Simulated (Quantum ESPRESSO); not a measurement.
Ta4In2SnCu, one composition in several site orders

A calculation, not a measurement. The program is pw.x of Quantum ESPRESSO 7.5 (plane-wave density functional theory). The cell is made up: eight metal atoms on a face-centred cubic lattice, with elements, volume, strain and displacements drawn at random and not relaxed, so it may be unstable or far from any real phase. PseudoDojo standard norm-conserving files set the functional (PBE unless stated); there is no spin polarisation or spin-orbit coupling, the Fermi-Dirac width of 0.25 eV means electrons at about 2900 K, and the masses in the input are unused placeholders. The copper pseudopotential is less sure than most, with forces differing by about three percent and pressure by about two GPa from a second method on plain copper. The tin pseudopotential is less sure than most, with forces differing by about three percent from a second method on plain tin. Heavy elements are run without spin-orbit coupling, which real alloys of them have. A spin test at this wide smearing found no moment, but such smearing suppresses magnetism that the real alloy may have.

The runs put one composition on the sites in different orders. Cell, positions, cutoff, mesh and smearing stay as in the input of run 1; sites are counted in its order. Stress in the tables is positive in tension.

Input of run 1:

```
&control calculation='scf', pseudo_dir='./dojo.nc.sr.pbe.v0_5.standard.upf', outdir='./o', disk_io='minimal', tprnfor=.true., tstress=.true. /
&system ibrav=0, nat=8, ntyp=4, nbnd=69, ecutwfc=92.02030273, nosym=.true., tot_charge=0,
 occupations='smearing', smearing='fd', degauss=0.0183746611
/
&electrons conv_thr=1.470e-08, electron_maxstep=70, mixing_beta=0.5 /
ATOMIC_SPECIES
Cu 1.0 Cu.upf
In 1.0 In.upf
Sn 1.0 Sn.upf
Ta 1.0 Ta.upf
CELL_PARAMETERS angstrom
0.0 -2.1672 -2.1672
-6.5016 -2.1672 0.0
-2.1672 4.3344 -6.5016
ATOMIC_POSITIONS angstrom
Ta 0.0412 0.0538 0.0649
In -2.2526 2.2557 -4.2333
In -2.2635 -0.0054 -2.0827
Sn -4.3375 2.4707 -6.4563
Ta -4.2487 -0.0367 -4.5419
Ta -4.2955 -2.0194 -2.1214
Ta -6.5277 -0.081 -6.5926
Cu -6.4904 -2.2279 -4.3636
K_POINTS automatic
8 4 3 1 1 1
```

| run | elements on sites 1 to 8 | free energy less that of run 1 (eV) | -TS (eV) | pressure (GPa) | stress xx (GPa) | stress yy (GPa) | stress zz (GPa) | stress yz (GPa) | stress xz (GPa) | stress xy (GPa) | iterations |
| --- | --- | --- | --- | --- | --- | --- | --- | --- | --- | --- | --- |
| 1 | Ta In In Sn Ta Ta Ta Cu | 0.000 | -1.309 | -4.69 | 2.95 | 5.91 | 5.20 | 1.61 | 1.01 | 0.20 | 19 |
| 2 | Sn In In Ta Ta Cu Ta Ta | 0.244 | -1.462 | -5.62 | 3.80 | 6.40 | 6.64 | 1.15 | -0.57 | 1.24 | 21 |
| 3 | Ta Ta Sn Ta In Ta Cu In | -0.014 | -1.384 | -3.61 | 3.70 | 3.81 | 3.32 | -0.48 | 2.46 | -0.89 | 21 |
| 4 | In Ta Sn Cu Ta Ta In Ta | -0.476 | -1.343 | -5.44 | 4.16 | 6.30 | 5.86 | -1.88 | -0.70 | 0.27 | 21 |
| 5 | Sn In Ta In Ta Cu Ta Ta | -0.054 | -1.358 | -5.51 | 5.15 | 6.58 | 4.80 | 0.07 | 2.01 | -1.05 | 19 |
| 6 | Ta Ta In In Sn Cu Ta Ta | -0.361 | -1.231 | -6.41 | 4.73 | 7.96 | 6.55 | 1.06 | 0.57 | 1.10 | 19 |

Forces Fx Fy Fz (eV/Å):

| site | run 1 | run 2 | run 3 | run 4 | run 5 | run 6 |
| --- | --- | --- | --- | --- | --- | --- |
| 1 | 0.86 0.66 -0.36 | 0.81 0.34 -0.39 | 0.68 -0.45 0.51 | -0.14 -0.18 0.09 | 1.01 1.08 -1.27 | 1.39 0.29 -0.05 |
| 2 | 1.90 -0.30 -0.54 | 1.06 -0.23 -0.82 | 1.37 0.84 -1.77 | -0.23 -0.60 -0.40 | 1.58 -0.86 -0.19 | 1.76 0.27 -0.68 |
| 3 | 1.28 0.92 -1.04 | -0.43 0.23 -0.78 | 0.94 0.31 -0.34 | 0.38 0.74 -0.83 | -0.05 0.76 -0.86 | 1.07 0.12 -0.35 |
| 4 | -0.51 -1.20 0.62 | -1.10 -1.40 1.47 | -0.07 -1.34 0.97 | 0.06 -0.42 0.27 | -1.90 -0.97 0.50 | -0.72 -0.78 0.22 |
| 5 | -2.29 -0.24 1.28 | -2.46 0.09 0.76 | -1.62 0.71 0.37 | -0.56 0.11 0.63 | -1.63 -0.30 1.62 | -1.88 0.08 0.96 |
| 6 | -2.27 -0.27 0.31 | -0.05 -0.05 -0.06 | -0.74 -1.31 0.72 | -0.64 0.33 -0.12 | -0.12 0.25 -0.49 | -0.86 -0.25 0.04 |
| 7 | 0.25 0.33 -0.22 | 1.31 0.26 0.35 | -0.43 0.53 -0.20 | 1.06 -0.02 0.35 | 0.54 -0.50 1.00 | -0.78 0.07 0.05 |
| 8 | 0.80 0.10 -0.04 | 0.85 0.75 -0.52 | -0.13 0.70 -0.27 | 0.06 0.05 0.00 | 0.56 0.54 -0.31 | 0.01 0.20 -0.18 |

The sites are displaced and not relaxed, so the energy differences mix bonding between neighbours with strain and are not ordering energies. A rerun of one cell of this series at a higher cutoff and on a denser mesh moved values by no more than 0.002 eV in energy, 0.08 GPa in stress and 0.008 eV/Å in force, and a second program with other atomic files agreed on that cell to 2 % rms in force and 0.5 GPa in pressure.